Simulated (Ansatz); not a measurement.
A geometry of B away from equilibrium: step 2 of the relaxation of a relaxed B cell displaced along its unstable phonon at q = (½, ½, 0) of its primitive reciprocal cell (384i cm⁻¹), largest move 0.15 Å. Method: r2SCAN (plane waves to 500 eV, PAW, scalar-relativistic; Ansatz, a quantum-chemistry and plane-wave program). Γ-centred k-mesh 17×17×17 on the run's cell (coarser than for final values), Fermi–Dirac smearing 0.05 eV. The plane waves were selected for a different cell earlier on the path.

```xyz
2
Lattice="2.3904 1.3338 2.5979 0.0000 1.3338 2.5979 0.0000 -1.3574 1.3116" Properties=species:S:1:pos:R:3 pbc="T T T"
B      0.0000    -0.1544     2.0189
B      1.1952     0.7976     3.1895
```

What forces act on the atoms (eV/Å)?


```json
[
 {"atom": "B1", "Fx": "0.00", "Fy": "-0.38", "Fz": "0.12"},
 {"atom": "B2", "Fx": "0.00", "Fy": "0.38", "Fz": "-0.12"}
]
```

The path ends in Pmmn (No. 59). No spin polarisation in the result.

The run could not lose the symmetry of its start, so the end can be a saddle point.

The end of the path is a generated cell of B: the first start was made by placing the elements on the sites of a structure type, and the end was not matched to a known phase here, so it may be hypothetical.
